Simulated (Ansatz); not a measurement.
Ti (bcc): energy against volume

The calculation used DFT, LDA (PW92), plane waves (420 eV) with PAW, scalar-relativistic (Ansatz). (PAW data from PBE, frozen cores regenerated.)

The cell is scaled uniformly from the relaxed one, with fractional coordinates and shape fixed. Energies are extrapolated to zero smearing, pressures are those at the given smearing. Magnetic state: spin not included.

A Birch-Murnaghan fit gives V₀ = 15.84 Å³/atom, B₀ = 120 GPa, B₀′ = 3.3.

Question: What are the energy above the minimum and the pressure at 14.000 Å³/atom?

Answer: 95.5 meV/atom and 18.58 GPa as computed.

Question: What are the energy above the minimum and the pressure at 14.636 Å³/atom?

Answer: 38.3 meV/atom and 11.30 GPa as computed.

Question: What are the energy above the minimum and the pressure at 15.273 Å³/atom?

Answer: 7.9 meV/atom and 5.15 GPa as computed.
